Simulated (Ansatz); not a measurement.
Consider the following.

AgI:
```
AgI
1.0
    4.42024     0.00000     0.00000
   -2.21012     3.82804     0.00000
    0.00000     0.00000     6.40623
Ag I
2 2
Direct
  0.00000   0.00000   0.00000
  0.00000   0.00000   0.50000
  0.33333   0.66667   0.25000
  0.66667   0.33333   0.75000
```

This is the PBEsol-relaxed structure.

Problem. All from the program Ansatz at the PBEsol level (PAW), unless another level is named. Estimate the highest zone-centre frequency (without LO–TO term).

Solution. 110 cm⁻¹.

Problem. And the Debye temperature from the elastic constants?

Solution. 101 K.

Space group P6_3/mmc (NiAs type). The start of the workflow was typed in or built on a structure type; neither database checked (COD, Materials Project) lists it. It is not the phase usual at ambient conditions (space group No. 186, 216). Symmetry was held in the PBEsol relaxation; of distortions, only those at the zone centre were tested. The run is not spin-polarised. Scalar-relativistic: spin–orbit coupling is off unless named, which matters more the heavier the elements.

Potentials: the later of the program's two PAW sets.
